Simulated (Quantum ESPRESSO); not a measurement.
Simulation results for CaMg2ZnO4 (made-up cell)

All values are calculated (Quantum ESPRESSO 7.5). Calculation on a made-up crystal cell, not a measurement: periodic Kohn-Sham density functional theory in plane waves with PseudoDojo standard norm-conserving scalar-relativistic pseudopotentials, each functional with its own files (v0.5 for PBE, v0.4.1 for LDA and PBEsol), no spin polarisation, no spin-orbit coupling, atoms not relaxed, stress positive in tension, energies less a fixed whole-eV offset for each atom's element; levels are Kohn-Sham levels at fractions of this cell's reciprocal vectors, counted from the reference band (half the neutral cell's valence electrons, rounded up) at Gamma; error bars cover cutoff and k-mesh only, not smearing or the files; added strain carries the atoms with the cell, and shear is the tensor component; each bar is the largest change over components, and at least 0.002 eV, 0.002 eV per angstrom or 0.02 GPa; energies are for the whole cell, and the offsets were chosen from early runs and are not element reference energies.

Common to all runs: lattice type rocksalt; functional pbe; cutoff 1143 eV; fermi dirac smearing 0.025 eV; scf tolerance 1e-07 eV; electrons removed 0; added strain kind biaxial xx and yy; k mesh 4 x 4 x 4, shifted by half a step.

(1) CaMg2ZnO4 (made-up cell)

Unstrained structure:
```
CaMg2ZnO4
1.0
      4.4578     0.0460     0.0731
      0.0460     4.5411    -0.0344
      0.0731    -0.0344     4.5859
Mg Zn Ca Mg O
1 1 1 1 4
Direct
  -0.01243 0.01587 0.00549
  0.01415 0.51289 0.50948
  0.50362 -0.00660 0.47955
  0.50652 0.49200 0.00403
  0.50770 -0.00369 0.00608
  0.48758 0.49905 0.51886
  1.01140 -0.00019 0.50487
  1.01893 0.48186 0.01038
```

```
added strain             : -0.0134
structure shown          : before the added strain of -0.0134
free energy less offsets : 0.3477 eV
smearing term minus ts   : 0 eV
scf iterations           : 12
pressure                 : -1.598 GPa
stress xx                : -1.022 GPa
stress yy                : 2.051 GPa
stress zz                : 3.765 GPa
stress yz                : -1.027 GPa
stress xz                : 3.282 GPa
stress xy                : 2.056 GPa
error bar energy         : 0.002 eV
error bar stress         : 0.03667 GPa
error bar force          : 0.002 eV/Å
error bars from          : tighter rerun of a related cell
```

Atoms:
```tsv
atoms element	atom site	atom energy offset (eV)
Mg	1	-1617
Zn	2	-5687
Ca	3	-1055
Mg	4	-1617
O	5	-452
O	6	-452
O	7	-452
O	8	-452
```

Forces:
```tsv
site	x (eV/Å)	y (eV/Å)	z (eV/Å)
1	0.6453	-0.3417	-0.2983
2	-0.05859	-0.1626	0.02278
3	0.2607	0.288	1.357
4	-0.1868	0.1416	-0.3299
5	0.1689	-0.008317	-0.6615
6	0.5172	-0.1921	-0.1798
7	-0.7402	-0.1317	0.01965
8	-0.6065	0.4068	0.06983
```

(2) CaMg2ZnO4 (made-up cell)

Structure as in entry 1.

```
added strain             : -0.0108
structure shown          : before the added strain of -0.0108
free energy less offsets : 0.3504 eV
smearing term minus ts   : 0 eV
scf iterations           : 12
pressure                 : -2.291 GPa
stress xx                : -0.1222 GPa
stress yy                : 2.828 GPa
stress zz                : 4.166 GPa
stress yz                : -1.031 GPa
stress xz                : 3.278 GPa
stress xy                : 2.042 GPa
error bar energy         : 0.002 eV
error bar stress         : 0.03667 GPa
error bar force          : 0.002 eV/Å
error bars from          : tighter rerun of a related cell
```

Atoms:
```tsv
atoms element	atom site	atom energy offset (eV)
Mg	1	-1617
Zn	2	-5687
Ca	3	-1055
Mg	4	-1617
O	5	-452
O	6	-452
O	7	-452
O	8	-452
```

Forces:
```tsv
site	x (eV/Å)	y (eV/Å)	z (eV/Å)
1	0.631	-0.3211	-0.2959
2	-0.03947	-0.1546	0.02188
3	0.2458	0.2798	1.363
4	-0.1933	0.1374	-0.3268
5	0.1811	-0.003605	-0.6604
6	0.4997	-0.1849	-0.1862
7	-0.7268	-0.1403	0.01484
8	-0.598	0.3873	0.06936
```

(3) CaMg2ZnO4 (made-up cell)

Structure as in entry 1.

```
added strain             : 0.0041
structure shown          : before the added strain of 0.0041
free energy less offsets : 0.4109 eV
smearing term minus ts   : 0 eV
scf iterations           : 12
pressure                 : -5.865 GPa
stress xx                : 4.469 GPa
stress yy                : 6.766 GPa
stress zz                : 6.361 GPa
stress yz                : -1.047 GPa
stress xz                : 3.245 GPa
stress xy                : 1.963 GPa
error bar energy         : 0.002 eV
error bar stress         : 0.03667 GPa
error bar force          : 0.002 eV/Å
error bars from          : tighter rerun of a related cell
```

Atoms:
```tsv
atoms element	atom site	atom energy offset (eV)
Mg	1	-1617
Zn	2	-5687
Ca	3	-1055
Mg	4	-1617
O	5	-452
O	6	-452
O	7	-452
O	8	-452
```

Forces:
```tsv
site	x (eV/Å)	y (eV/Å)	z (eV/Å)
1	0.5551	-0.2129	-0.2831
2	0.06344	-0.1125	0.01728
3	0.1653	0.2453	1.39
4	-0.2271	0.1097	-0.3105
5	0.2452	0.01938	-0.6537
6	0.4071	-0.1519	-0.2173
7	-0.6569	-0.1833	-0.009353
8	-0.5522	0.2862	0.06691
```
